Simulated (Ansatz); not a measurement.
The guess for Be₃Se₂O was made by a generator: random cell by space group and Wyckoff sites (P6_3/mmc, No. 194). Its size is a rough estimate.

```yaml
crystal:
  lattice:
    - [5.31477, 0.00000, 0.00000]
    - [-2.65739, 4.60273, 0.00000]
    - [0.00000, 0.00000, 8.72824]
  atoms:
    - { symbol: Be, position: [0.00000, 0.00000, 0.25000] }
    - { symbol: Be, position: [0.00000, 0.00000, 0.75000] }
    - { symbol: Be, position: [0.33333, 0.66667, 0.59711] }
    - { symbol: Be, position: [0.33333, 0.66667, 0.90289] }
    - { symbol: Be, position: [0.66667, 0.33333, 0.40289] }
    - { symbol: Be, position: [0.66667, 0.33333, 0.09711] }
    - { symbol: Se, position: [0.33333, 0.66667, 0.42078] }
    - { symbol: Se, position: [0.33333, 0.66667, 0.07922] }
    - { symbol: Se, position: [0.66667, 0.33333, 0.57922] }
    - { symbol: Se, position: [0.66667, 0.33333, 0.92078] }
    - { symbol: O, position: [0.33333, 0.66667, 0.25000] }
    - { symbol: O, position: [0.66667, 0.33333, 0.75000] }
```

These are results of DFT PBE, scalar-relativistic, plane waves, PAW in Ansatz 0.2.0, not measurements. Cutoff 420 eV, Gaussian smearing, Γ-centred meshes. Cell and atoms relax first on a coarse mesh and then on a converged one. In between, the cell is made exact in the group found at 0.06 Å. The steps can't lower the symmetry of their start. No spin polarisation in the relaxation; trial moments died out in a coarse test.

A guess keeps its type if space group and coordination stay and the shape of the cell changes little (axis ratios within about 15 %, angles within 6°); the volume may change.

Question: Does this structure survive the relaxation?

Answer: It doesn't keep its type. The symmetry stays P6_3/mmc (No. 194). The volume per atom grows by 4.2 %, from 17.8 to 18.5 Å³. The shortest distance goes from 1.49 Å (Se–O) to 1.91 Å (Be–O). The ratio c/a of the conventional cell changes by a factor of 4.32. Counting neighbours within 15 % of an atom's shortest distance, the start has Be 1/15, O 2, Se 2 and the end Be 3/7, O 3, Se 4. In detail, at the end around Be on a site of symmetry -6m2 lie 3 O at 1.91 Å; Se has 3 Be at 2.12 Å and 1 Be at 2.30 Å; O has 3 Be at 1.91 Å; 1 more site not described.

```
Be Se O
1.0
     3.30921    0.00000    0.00000
    -1.65460    2.86586    0.00000
     0.00000    0.00000   23.45445
Be Se O
6 4 2
Direct
  0.00000 0.00000 0.25000
  0.00000 0.00000 0.75000
  0.33333 0.66667 0.52963
  0.33333 0.66667 0.97037
  0.66667 0.33333 0.47037
  0.66667 0.33333 0.02963
  0.33333 0.66667 0.43158
  0.33333 0.66667 0.06842
  0.66667 0.33333 0.56842
  0.66667 0.33333 0.93158
  0.33333 0.66667 0.25000
  0.66667 0.33333 0.75000
```

The zero of energy is the elements' standard structures at the same level (O₂ as a molecule); no fitted shifts are applied.

Question: At what energy does it end?

Answer: −0.806 eV/atom. Whether it is stable depends on the other phases of the system, which aren't compared here.

The last run used a 12×12×2 mesh (in the run's order of axes) for its 12-atom cell and Gaussian smearing of 0.02 eV. Weakly bound directions are ill-defined at this level, which has no dispersion term. The reference form of Se is held partly by dispersion forces, which this level lacks. Symmetry constrained the relaxation, so the result can be a saddle point.

In counts of neighbours, a slash parts the counts of unlike sites.
